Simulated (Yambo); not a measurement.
```
CuO
1.0
    2.12473    -2.03043     0.00000
    2.12473     2.03043     0.00000
   -0.22534     0.00000     5.15580
O Cu
2 2
Direct
  0.51387   0.48613   0.25000
  0.48613   0.51387   0.75000
  0.50000   0.00000   0.50000
  0.00000   0.50000   0.00000
```

The geometry is that of Materials Project entry mp-704645, symmetrised and not relaxed again.

Where are the main features of Im ε from RPA with local fields on PBEsol bands (Yambo; 12×12×6 mesh, 77 bands, 4 Ry local-field block, 0.25 eV broadening; field along y)?

Peaks at 2.4 eV (4.2), 5.6 eV (6.0), 10.9 eV (1.9), 12.0 eV (2.0), heights in brackets. Towards the low-energy cut the curve rises above these peaks. Only interband transitions are included: the Drude term is missing, so nothing below about 0.6 eV and no real part is shown. Peak heights and small wiggles depend on the k mesh. The 3d shell has no Hubbard U; the runs are without spin polarisation, and magnetic order was not tried.
